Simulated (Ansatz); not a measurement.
**Ti$_{2}$Zn from its elements: all-electron against pseudopotential results**

```
CELL_PARAMETERS angstrom
-1.48184 1.48184 5.35827
1.48184 -1.48184 5.35827
1.48184 1.48184 -5.35827
ATOMIC_POSITIONS crystal
Ti 0.66381 0.66381 0.00000
Ti 0.33619 0.33619 0.00000
Zn 0.00000 0.00000 0.00000
```

The cell comes from a relaxation on PAW files under the same functional, begun from a database entry that needn't be the ground state.

Level of theory: DFT with PBEsol, scalar-relativistic, in Ansatz 0.2.0; a Γ-centred 17×17×17 k mesh, Fermi–Dirac smearing of 0.05 eV, no spin polarisation. LAPW: all electrons, basis error target 0.5 meV/atom; PAW: frozen-core files, cutoff 420 eV.

The elements are taken as Ti hcp, Zn hcp, each relaxed on PAW files under the same functional and computed by the same method as the compound; zero-point and thermal terms are left out.

The PAW files were made under PBE.

Q: Give the formation energy by each method, with the residual pressure at this cell and the LAPW gap.

A: 

```csv
method,ΔE(formation) (eV/atom),P at this cell (GPa),gap (eV)
LAPW,-0.168,-0.02,0.00
PAW,-0.168,0.00,–
```

Q: Give the LAPW value for one formula unit in kJ/mol.

A: -0.168 eV/atom × 3 atoms × 96.485 kJ/(mol·eV) = -48.6 kJ/mol, at zero temperature and without zero-point motion.
